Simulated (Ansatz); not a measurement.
Level of theory: Ansatz, DFT PBE, scalar-relativistic, plane waves, PAW. All cells share a 420 eV cutoff and Γ-centred k meshes spaced at most about 0.3 Å⁻¹ (about 0.25 or finer for metals, 2π included). No spin polarisation in the final relaxations.

All energies are static (0 K, no zero-point motion).

Two forms of InB₂As₃ were relaxed alike.

1.

```cif
data_structure
_symmetry_space_group_name_H-M 'P4/mmm'
_symmetry_Int_Tables_number 123
_cell_length_a 3.4496
_cell_length_b 3.4496
_cell_length_c 8.6194
_cell_angle_alpha 90.000
_cell_angle_beta 90.000
_cell_angle_gamma 90.000
_cell_volume 102.57
loop_
_atom_site_label
_atom_site_type_symbol
_atom_site_symmetry_multiplicity
_atom_site_Wyckoff_symbol
_atom_site_fract_x
_atom_site_fract_y
_atom_site_fract_z
_atom_site_occupancy
In1 In 1 b 0.00000 0.00000 0.50000 1
B1 B 2 h 0.50000 0.50000 0.40712 1
As1 As 2 g 0.00000 0.00000 0.82709 1
As2 As 1 c 0.50000 0.50000 0.00000 1
```

2.

```cif
data_structure
_symmetry_space_group_name_H-M 'Cmmm'
_symmetry_Int_Tables_number 65
_cell_length_a 3.4265
_cell_length_b 14.5323
_cell_length_c 4.9169
_cell_angle_alpha 90.000
_cell_angle_beta 90.000
_cell_angle_gamma 90.000
_cell_volume 244.84
loop_
_atom_site_label
_atom_site_type_symbol
_atom_site_symmetry_multiplicity
_atom_site_Wyckoff_symbol
_atom_site_fract_x
_atom_site_fract_y
_atom_site_fract_z
_atom_site_occupancy
In1 In 2 a 0.00000 0.00000 0.00000 1
B1 B 4 j 0.00000 0.90390 0.50000 1
As1 As 2 c 0.50000 0.00000 0.50000 1
As2 As 4 i 0.00000 0.69179 0.00000 1
```

Task: Which would you expect to be lower, and how large is the difference?

Result: Cell 1 is lower, by 181 meV/atom. Cell 1 has space group P4/mmm (No. 123), 17.1 Å³/atom and no gap on its mesh; cell 2 has space group Cmmm (No. 65), 20.4 Å³/atom and no gap. Counting As or B atoms around In (for each partner element, those within 1.25 times its shortest distance or 1.15 times the sum of covalent radii, where it is the nearest in units of that sum or under 1.3), cell 1 has In 10 and cell 2 has In 12. Cell 1 holds B–B pairs (shortest 1.60 Å); cell 2 holds As–As chains (shortest 2.41 Å). The denser one is the lower, and pressure would at first widen the difference. Even the lower one lies +1.02 eV/atom against the reference forms of the elements (uncorrected), so neither is stable at this level. In cell 1, In is surrounded by 8 B at 2.57 Å and 2 As at 2.82 Å; B is surrounded by 1 B at 1.60 Å, 4 In at 2.57 Å, 4 As at 3.17 Å, 4 B at 3.45 Å and 1 As at 3.51 Å; around As on a site of symmetry 4mm lie 1 In at 2.82 Å, 5 As at 2.86–2.98 Å, 4 B at 3.17 Å and 4 As at 3.45 Å; 1 more site not described. In cell 2, around In lie 4 B at 2.83 Å, 4 As at 3.00 Å, 4 As at 3.27 Å and 2 In at 3.43 Å; B has 2 As at 2.21 Å, 1 B at 2.79 Å and 2 In at 2.83 Å; As on a site of symmetry mmm is surrounded by 4 B at 2.21 Å and 4 In at 3.00 Å; 1 more site not described. Both come from invented guesses. A third cell relaxed alike, in P-3m1, lies 0.59 eV/atom below the lower of the two.

Cells relaxed within their symmetry can be saddle points.
